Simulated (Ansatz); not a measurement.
A relaxed 1×1 slab of 4 planes, cut along (100) from a bcc crystal of one element, has a cell area of 10.96 Å² and a bulk spacing of 1.656 Å between its first planes. All-electron LAPW in Ansatz 0.2.0 (PBE, scalar-relativistic, no spin polarisation) gives γ = 2.58 J/m², Φ = 3.62 eV and a change of the outer spacing of -9.3 %. The bcc structure needn't be the element's own.

Problem. Which element is it?

Solution. Nb. This is the case that was computed; others weren't tested.
